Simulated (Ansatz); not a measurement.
Values for one crystal, relaxed and computed with DFT-PBE in the program Ansatz with PAW potentials; other levels are named.

```yaml
volume_per_atom: 24.64 Å³
electronic_character: metallic (no gap)
Pressure derivative B′: 3.3
Density of states at the Fermi level: 2.1 states/eV per atom (mean over ±0.08 eV)
Bulk modulus (Birch–Murnaghan fit): 54.1 GPa
```

Task: Which compound is it?
A) Zn, hcp (Mg type)
B) Be, hcp (Mg type)
C) Ru, hcp (Mg type)
D) Sc, hcp (Mg type)

Result: D, Sc, hcp (Mg type)

Space group P6_3/mmc (hcp (Mg type)). Symmetry was held in the PBE relaxation. The workflow began spin-polarised and lost its moments.

Potentials: the earlier of the program's two PAW sets.
